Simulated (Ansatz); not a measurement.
In:
```yaml
crystal:
  lattice:
    - [-1.63300, 1.63300, 2.57446]
    - [1.63300, -1.63300, 2.57446]
    - [1.63300, 1.63300, -2.57446]
  atoms:
    - { symbol: In, position: [0.00000, 0.00000, 0.00000] }
```

Relaxed with PBE. Special points in fractions of this cell's reciprocal vectors: Γ (0.000, 0.000, 0.000); X (0.000, 0.000, 0.500); P (0.250, 0.250, 0.250); N (0.000, 0.500, 0.000); M (0.500, 0.500, -0.500); S (0.351, 0.649, -0.351); S0 (-0.351, 0.351, 0.351); R (-0.201, 0.201, 0.500); G (0.500, 0.500, -0.201).

**Question.** List the band energies nearest the Fermi level at these points for the program Ansatz at the PBE with spin–orbit coupling level (PAW).

**Answer.** In eV from the Fermi level; about four levels below and three above (degenerate sets whole), none deeper than 8.9 eV; points with the same levels are listed once.

```csv
k,below,above
Γ,–,9.63 9.63 10.50 10.50
X,-1.60 -1.60 -1.44 -1.44,3.26 3.26 4.01 4.01
P,-1.12 -1.12 -0.04 -0.04,0.26 0.26 2.01 2.01
N,-4.15 -4.15 -3.06 -3.06,6.87 6.87 9.27 9.27
M,-3.24 -3.24 -2.58 -2.58,4.84 4.84 5.23 5.23
S,-1.04 -1.04 -0.52 -0.52,6.56 6.56 9.26 9.26
R,-1.68 -1.68 -0.17 -0.17,0.45 0.45 1.45 1.45
```

Space group I4/mmm (body-centred tetragonal). The cell keeps a stress of up to 0.2 GPa. The cell was relaxed with PBE under the symmetry of its start.

Potentials: the later of the program's two PAW sets.
